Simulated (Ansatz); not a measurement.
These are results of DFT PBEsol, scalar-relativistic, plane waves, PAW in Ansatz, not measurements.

Structure of SnSe$_{2}$:

```
CELL_PARAMETERS angstrom
3.81907 0.00000 0.00000
-1.90953 3.30741 0.00000
0.00000 0.00000 6.14877
ATOMIC_POSITIONS crystal
Sn 0.00000 0.00000 0.00000
Se 0.33333 0.66667 0.25803
Se 0.66667 0.33333 0.74197
```

Cutoff 420 eV; k points 12×12×6 on the computed 3-atom cell (Γ-centred); Gaussian smearing, width 0.02 eV; no spin polarisation.

Levels along Γ–M–K–Γ–A–L–H–A | L–M | H–K, in eV from a zero inside the gap, sorted by energy at each point. Points in fractions of the primitive reciprocal vectors: Γ (0.000 0.000 0.000), M (0.500 0.000 0.000), K (0.333 0.333 0.000), A (0.000 0.000 0.500), L (0.500 0.000 0.500), H (0.333 0.333 0.500).
```tsv
point	k (1/Å, with 2π)	band 20	band 21	band 22	band 23	band 24	band 25	band 26
Γ	0.000	-0.85	-0.61	-0.61	-0.38	0.60	2.70	4.32
-	0.475	-2.64	-2.12	-0.55	-0.37	1.61	3.49	4.91
M	0.950	-3.32	-2.79	-1.71	-0.55	0.86	3.32	4.87
-	1.224	-3.43	-3.22	-1.70	-1.59	1.02	4.79	4.95
K	1.498	-3.86	-3.54	-1.99	-1.99	0.75	5.98	5.98
-	2.047	-3.58	-1.64	-1.53	-0.48	1.71	4.57	4.65
Γ	2.595	-0.85	-0.61	-0.61	-0.38	0.60	2.70	4.32
-	2.850	-0.92	-0.92	-0.50	-0.50	1.57	2.69	4.17
A	3.106	-0.97	-0.97	-0.41	-0.41	2.18	2.59	4.02
-	3.581	-2.12	-1.93	-1.74	-0.71	1.24	4.15	5.25
L	4.056	-2.58	-2.30	-1.20	-1.02	0.37	3.71	4.31
-	4.330	-3.74	-3.06	-0.90	-0.74	1.27	3.97	4.72
H	4.604	-4.46	-3.99	-0.67	-0.67	2.00	4.04	4.04
-	5.153	-2.95	-2.25	-1.26	-1.11	1.78	4.14	5.34
A	5.701	-0.97	-0.97	-0.41	-0.41	2.18	2.59	4.02
L	5.701	-2.58	-2.30	-1.20	-1.02	0.37	3.71	4.31
-	5.957	-2.91	-2.69	-1.20	-0.78	0.37	3.58	5.10
M	6.212	-3.32	-2.79	-1.71	-0.55	0.86	3.32	4.87
H	6.212	-4.46	-3.99	-0.67	-0.67	2.00	4.04	4.04
-	6.468	-4.21	-3.78	-1.32	-1.32	1.33	4.95	4.95
K	6.723	-3.86	-3.54	-1.99	-1.99	0.75	5.98	5.98
```

The cell holds layers, and where no dispersion correction was added their binding is poorly described.

Cost: 1 run of about 0.83 core-minutes, on Arm Neoverse V2 (shared hosts).